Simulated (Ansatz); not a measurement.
Relaxed PbS (rock salt):

```
PbS
1.0
    0.00000     5.90268     5.90268
    2.95134     0.00000     2.95134
    2.95134     2.95134     0.00000
S Pb
2 2
Direct
  0.00000   0.00000   0.00000
  0.50000   0.00000   0.00000
  0.25000   0.50000   0.50000
  0.75000   0.50000   0.50000
```

In this cell atom 2 (S, nearest neighbour Pb at 2.951 Å; its periodic images, 4.2 Å or more away, move with it) is moved by u·(1.000, 0.000, 0.000) + v·(0.000, 0.000, 1.000); the rest is frozen.

Calculation: PBEsol (plane waves to 420 eV, PAW, scalar-relativistic; Ansatz, a program for electronic structure). k mesh 4×8×8 (Γ-centred), Fermi-Dirac smearing 0.05 eV. As the smearing reaches across the gap at some points, energies and forces of such displacements shift with the k mesh and the smearing. Fu and Fv are the components of the force on the atom. PbS was relaxed with its symmetry unable to fall. Spin-orbit coupling is left out, though Pb is heavy. 

**Question.** Predict the Fu (eV/Å) at all points of the grid u = -0.970, -0.485, 0.000, 0.485, 0.970 by v = -0.970, -0.485, 0.000, 0.485, 0.970.

**Answer.** Fu (eV/Å), with u across and v down:

```csv
v \ u,-0.970,-0.485,0.000,0.485,0.970
-0.970,3.20,-1.70,-0.33,0.67,-4.46
-0.485,11.49,1.67,-0.16,-2.08,-11.91
0.000,15.23,2.45,0.00,-2.45,-15.23
0.485,11.91,2.08,0.16,-1.67,-11.49
0.970,4.46,-0.67,0.33,1.70,-3.20
```

(A displaced cell: forces are minus the slopes of the energy, force constants its curvatures, and phonons follow from these.)
